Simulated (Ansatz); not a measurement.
Notes on PbS

```
CELL_PARAMETERS angstrom
0.00000 2.97228 2.97228
2.97228 0.00000 2.97228
2.97228 2.97228 0.00000
ATOMIC_POSITIONS crystal
Pb 0.00000 0.00000 0.00000
S 0.50000 0.50000 0.50000
```

The numbers come from plane-wave PAW DFT (Ansatz): r2SCAN, no spin polarisation, 500 eV, 7×7×7 Γ-centred k points, fermi-dirac occupations (width 0.1 eV). Nothing was relaxed.

(1) Is there a gap, and of what kind?

(2) What is the character of the valence top and the conduction bottom?

(3) What do density and ELF say about some of the short contacts?

(4) Give the Bader charges.

Origin: a database entry at a rescaled volume. Caveats: no spin-orbit coupling, which can shift this gap by tenths of an eV; the mesh misses a band edge that the path finds.

Results:

(1) The gap is 0.64 eV, direct at the points sampled. A semilocal functional usually gives too small a gap.

(2) Within 0.7 eV of the edges, the states project mainly on S p (65 %) and Pb s (21 %) below the gap and on Pb p (65 %), S s (15 %) and S p (12 %) above it.

(3) Pb–S at 2.97 Å: least valence density 0.22 e/Å³ and ELF 0.25 there. These are pseudo-fields; inside the PAW spheres they differ from the all-electron ones.

(4) Bader charges in e: Pb +1.06, S -1.06. In the mean Pb gives up most and S takes most.
